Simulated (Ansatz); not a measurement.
**Structure optimisation: palladium, A15**

All numbers below come from DFT, PBEsol, plane waves (420 eV) with PAW, scalar-relativistic in Ansatz 0.2.0. (PAW data from PBE, frozen cores regenerated.)

k-point mesh 5×5×5, Fermi-Dirac smearing 0.05 eV, starting moments 0.50 ×8 μB. Cell and atoms relax.

Starting structure:

```
CELL_PARAMETERS angstrom
4.90084 0.00000 0.00000
0.00000 4.90084 0.00000
0.00000 0.00000 4.90084
ATOMIC_POSITIONS crystal
Pd 0.00000 0.00000 0.00000
Pd 0.50000 0.50000 0.50000
Pd 0.25000 0.00000 0.50000
Pd 0.75000 0.00000 0.50000
Pd 0.50000 0.25000 0.00000
Pd 0.50000 0.75000 0.00000
Pd 0.00000 0.50000 0.25000
Pd 0.00000 0.50000 0.75000
```

Q: The pressure at the start is 3.3 GPa. By how much does the volume change?

A: From 14.71 to 14.96 Å³ per atom, 1.7 %. The final cell has a = 4.928 Å.

Q: How much energy does the relaxation gain?

A: 2.5 meV per atom.

Q: Which magnetic state does it end in?

A: non-magnetic.
